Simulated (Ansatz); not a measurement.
## Ta: moving Ta off its site

Ta, Fm-3m, a = 4.220 Å (as given, not relaxed at this level: -1.7 GPa). This isn't the element's structure at ambient conditions. Ansatz: r2SCAN, PAW, 500 eV, Γ-centred 10×10×10 mesh on 8 atoms, Gaussian smearing 0.15 eV; no spin polarisation.

```xyz
8
Lattice="0.0000 4.2200 4.2200 4.2200 0.0000 4.2200 4.2200 4.2200 0.0000" Properties=species:S:1:pos:R:3 pbc="T T T"
Ta    0.0000    0.0000    0.0000
Ta    2.1100    2.1100    0.0000
Ta    2.1100    0.0000    2.1100
Ta    4.2200    2.1100    2.1100
Ta    0.0000    2.1100    2.1100
Ta    2.1100    4.2200    2.1100
Ta    2.1100    2.1100    4.2200
Ta    4.2200    4.2200    4.2200
```

Atom 1 (Ta) moves by x along the unit vector (-0.707, -0.707, 0.000), with its periodic images; all else is held. y is the free energy of the cell over the start, F the force along the path summed over the moved atoms. Symmetry makes y even in x.

```
 x (Å) y (meV) F (eV/Å)
-0.300    387.2      2.52
-0.100     44.1      0.88
 0.000      0.0      0.00
 0.050     11.1     -0.44
 0.150        ?         ?
 0.200    174.8     -1.72
 0.250    271.1     -2.12
```

Question: Fit y = c2 x² + c4 x⁴ to the energies of the other rows, give the force constant, and predict energy and force of the missing row.

Answer: Least squares on the rows shown. y = 4422.2 x² − 1336.2 x⁴. The force constant is 2 c2 = 8.84 eV/Å² (for all images moving together, not for a lone atom). The force −dy/dx at the missing row is -1.31 eV/Å (computed -1.31). At x = 0.150 the fit asked for gives 98.8 meV. The run gave 98.9 meV, so the fit is 0.1 meV too low, a small miss on the scale of the series.

Spin–orbit coupling is left out, which can shift energies with elements as heavy as these.